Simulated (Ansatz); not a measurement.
Input:

C:
```cif
data_C8
_chemical_formula_sum 'C8'
_space_group_name_H-M_alt 'P 1'
_space_group_IT_number 1
_cell_length_a 2.50984
_cell_length_b 2.50984
_cell_length_c 8.28028
_cell_angle_alpha 90.000
_cell_angle_beta 90.000
_cell_angle_gamma 120.000
loop_
_space_group_symop_operation_xyz
  'x, y, z'
loop_
_atom_site_label
_atom_site_type_symbol
_atom_site_fract_x
_atom_site_fract_y
_atom_site_fract_z
_atom_site_occupancy
C1 C 0.00000 0.00000 0.59294 1
C2 C 0.00000 0.00000 0.40706 1
C3 C 0.00000 0.00000 0.09294 1
C4 C 0.00000 0.00000 0.90706 1
C5 C 0.33333 0.66667 0.34450 1
C6 C 0.66667 0.33333 0.65550 1
C7 C 0.66667 0.33333 0.84450 1
C8 C 0.33333 0.66667 0.15550 1
```

This is the r²SCAN-relaxed structure.

Task: All from the program Ansatz at the r²SCAN level (PAW), unless another level is named. Give the HSE06 gap on the r²SCAN cell.

Result: 5.72 eV.

Task: Predict the smallest direct gap on the standard path.

Result: 5.59 eV.

Task: Give the electron effective mass.

Result: 0.20, 1.6, 2.0 mₑ (principal values).

Task: Next, the valence-band maximum?

Result: at Γ.

Space group P6_3/mmc. The first step of the workflow began from a Materials Project structure, measured or hypothetical. Its sites differ from those of the usual phase in this space group: another stacking or structure type. The cell was relaxed with r²SCAN under the symmetry of its start; phonons on a q-mesh show no instability.

Potentials: the later of the program's two PAW sets.
